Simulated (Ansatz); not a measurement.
Run on Ba: DFT, PBEsol, all-electron PAW with datasets made for the crystal, scalar-relativistic (Ansatz 0.2.0).

The cell comes from a relaxation on PAW files under the same functional, begun from a database entry that needn't be the ground state.

Command: `ansatz run input.yaml --threads 1 --pin off --max-ram 3072MiB --backend cpu --events-out ev --progress --plain --runs-dir out` It took 8.2 s on 1 thread of Arm Neoverse V1, on a shared host, peak memory 0.4 GiB.

```yaml
crystal:
  lattice:
    - [-2.4368756582, 2.4368756582, 2.4368756582]
    - [2.4368756582, -2.4368756582, 2.4368756582]
    - [2.4368756582, 2.4368756582, -2.4368756582]
  atoms:
    - { symbol: Ba, position: [0.0, 0.0, 0.0] }
kpoints:
  mp_grid: { grid: [14, 14, 14] }
scf:
  occupations: { method: fermi_dirac, width: 0.05 }
hamiltonian:
  xc: pbesol
  pseudopotentials: { kind: all_electron, datasets: crystal }
output:
  forces: true
  stress: true
  eigenvalues: true
```

Output:

```
hamiltonian.pseudopotentials.datasets: crystal makes datasets for this crystal and solves the spheres of its atoms anew in each pass: cutoff 220.0 eV, the density's 880.0 eV; for an error of 0.50 meV an atom under PBE, 0.5 meV for the cell; an energy difference from a run of another recipe may be off by several times the error for the cell, under r2SCAN by more, where some 0.1 meV an atom stays at smaller errors; Ba in spheres of 1.376 Å, 10 of its electrons in bands
Engine: ansatz 0.2.0
Pseudopotentials: kind: all_electron
Pseudopotential: Ba, paw, valence charge 10, recommended cutoff 220 eV (normal), crystal/all_electron/pbesol/scalar/gaussian/Ba, Koelling and Harmon's equation, gaussian nucleus
Functional definition: PBEsol
  exchange = pbesol_x
  correlation = pbesol_c
Crystal: 1 atoms, lattice volume = 57.884 Å³
Basis set: ecut = 220 eV, 429 PW (Γ), exchange–correlation on 48×48×48 points (8 copies of the dense FFT grid, shifted against one another)
Bands: 9, of which v1, the nominal top of the filled ones, is band 5 counted from 1 (4 counted from 0)
Symmetry: 48 space group operations
Space group: Im-3m (ITA 229), of the structure as read, at distance tolerance 3.9e-5 Å
k-points: 104 of 2744
Non-local potential: Ba, projectors of the file, l = 0: 2, l = 1: 2, l = 2: 2, l = 3: 2
PAW form: soft (Blöchl's): semilocal exchange-correlation on the pseudo side does not see the compensation charge
PAW one-centre angular grid: Ba, 194 points (default); XC on its mesh's 1851 points in the sphere
Initial density: superposition of atomic densities (neutral atoms: chi_scale 0, normalization atom)
Initial wavefunctions: pseudopotential atomic-orbital guess
Functional: x = pbesol(κ = 0.804, μ = 0.12345679012345678), c = pbesol(β = 0.046)
iter 1 solved again at ethr=1.87e-4 eV; its pass at ethr=1.00e-1 eV (dr2=1.87e-2 eV) is discarded
SCF iter   1: F=—  HF=-221285.388159 eV  |F-HF|=—  |Δ(HF+E_count)|=         —  Δρ=6.52e-3  dr2=2.00e-2  ethr=1.87e-4  ⟨swp⟩=8.1  Hψ=8819  notcnv=2
preconditioner: auto → Kerker (q_TF=auto, 2.036 Å⁻¹)  [metal: Δε(μ)=0.011 eV  Ē_g=2.922 eV  σ=0.050 eV  W_gap=0.05  n_scr=12 (ndim 8)  ℏωp=6.9 eV  f_vac=0.000  D(μ)=1.16/eV (n_scr^D=12)]
SCF iter   2: F=—  HF=-221285.385524 eV  |F-HF|=—  |Δ(HF+E_count)|=   2.64e-3  Δρ=3.98e-3  dr2=8.03e-3  ethr=1.87e-4  ⟨swp⟩=2.0  Hψ=1607  notcnv=0  defer=1
iter 3 solved again at ethr=2.68e-6 eV; its pass at ethr=8.03e-5 eV (dr2=2.68e-4 eV) is discarded
SCF iter   3: F=—  HF=-221285.384912 eV  |F-HF|=—  |Δ(HF+E_count)|=   6.11e-4  Δρ=6.19e-4  dr2=2.52e-4  ethr=2.68e-6  ⟨swp⟩=4.0  Hψ=4953  notcnv=0
SCF iter   4: F=—  HF=-221285.385003 eV  |F-HF|=—  |Δ(HF+E_count)|=   9.10e-5  Δρ=3.48e-4  dr2=9.22e-5  ethr=2.52e-6  ⟨swp⟩=2.0  Hψ=1483  notcnv=0
SCF iter   5: F=—  HF=-221285.385037 eV  |F-HF|=—  |Δ(HF+E_count)|=   3.39e-5  Δρ=6.15e-5  dr2=3.12e-6  ethr=9.22e-7  ⟨swp⟩=2.4  Hψ=1524  notcnv=0
SCF iter   6: F=—  HF=-221285.385040 eV  |F-HF|=—  |Δ(HF+E_count)|=   2.32e-6  Δρ=2.94e-5  dr2=5.18e-7  ethr=3.12e-8  ⟨swp⟩=4.0  Hψ=2464  notcnv=0
SCF iter   7: F=-221285.385040 eV  HF=-221285.385040 eV  |F-HF|=1.98e-9  |Δ(HF+E_count)|=   1.05e-7  Δρ=4.42e-6  dr2=1.18e-8  ethr=5.18e-9  ⟨swp⟩=2.1  Hψ=1497  notcnv=0
SCF 1 converged in 7 iterations: F = -221285.385040 eV  dr2 = 1.18e-8
  Residual-converged pass: ⟨swp⟩=6.1  Hψ=3193  notcnv=0  max |occ|·‖R‖ = 3.7e-6 eV (tolerance 3.7e-6 eV)  dr2=9.11e-9  dr2_onsite=1.23e-8  max |Δocc| = 1.6e-8
  greatest PAW one-centre occupation: 0.954 electrons in one spin orbital (limit 2), on the Ba atom at site 0 (counted from 0), in its partial waves of l = 0
SCF converged after 7 iterations
Free energy (F): -221285.385040 eV
Harris-Foulkes:  -221285.385040 eV  (|F-HF|=1.98e-9)
Internal energy: -221285.375135 eV  (E = F + TS)
E sigma→0 (E₀):  -221285.380087 eV
Entropy (-TS):   -0.009905 eV (-9.905 meV/atom)
Past the cutoff: the bands carry plane waves up to 1.75 times it, of which those up to 1.5 times it add -0.000358 eV an atom, each by itself; the spheres take 0.000063 eV an atom off the energy for waves past 1.75 times it
By the cutoff:   a pressure is off by up to 0.004 GPa (1.2 times the spheres' own share and the shells' term, over an atom's volume, and 0.004 GPa: a bound that held against runs at twice the plane waves)
Past the cutoffs: a stress includes 0.0000 GPa for waves and charges beyond them, in addition to the slope of what the spheres take
In the spheres:  the bands' charges fall short by 6.6e-7 e at most (sound up to 1e-3)
Fermi energy:    8.363006 eV
--- Per-component energies (eV) ---
  E_band       = -58.022302
  E_kinetic    = 213.794583
  E_local      = -312.156137  (includes V_loc(G=0)·N_el)
  E_nonlocal   = -31.398419
  E_hartree    = 115.391436
  E_xc         = -144.720727
  E_vxc        = -183.062998  (∫ρ·V_xc dr)
  E_paw        = -221651.703606  (= ΣΔE_a)
  E_vpaw       = -1039.009842  (= ΣTr[D̂ρ^β])
  E_ewald      = -537.611258
  E_smearing   = -0.009905  (= −TS)
  E_closure    = 1063.028994  (closes the sum)
  Σ components = -221285.385040   (vs F -221285.385040, Δ=0.00e0)
  The terms above E_closure are by the made datasets' own strengths, without shells solved beside the bands.
--- Forces (eV/Å), atoms counted from 1 ---
  atom   1  Ba    -0.00000000     0.00000000     0.00000000
  max |Σ_I F_I| component: 2.98e-32 eV/Å
--- Stress (GPa, compression-positive) ---
        0.038496       0.000000      -0.000000
       -0.000000       0.038496       0.000000
       -0.000000       0.000000       0.038496
  P = ⅓ Tr σ = 0.0385 GPa (0.385 kbar)
--- Band table (eV; the first three rows and the last of 104) ---
  k-point 0: bands = ["-20.3296", "-5.1998", "-5.1998", "-5.1998", "5.5837", "10.2957", "10.2957", "10.2957"]
  k-point 1: bands = ["-20.3265", "-5.2328", "-5.2097", "-5.2000", "5.6904", "10.2007", "10.2432", "10.3973"]
  k-point 2: bands = ["-20.3179", "-5.3235", "-5.2372", "-5.2008", "5.9927", "9.9671", "10.0350", "10.6975"]
  k-point 103: bands = ["-20.2206", "-5.6178", "-5.6178", "-5.6178", "7.7264", "7.7264", "12.7092", "12.7092"]
```

Spin–orbit coupling is left out, which matters for the heavy atoms.
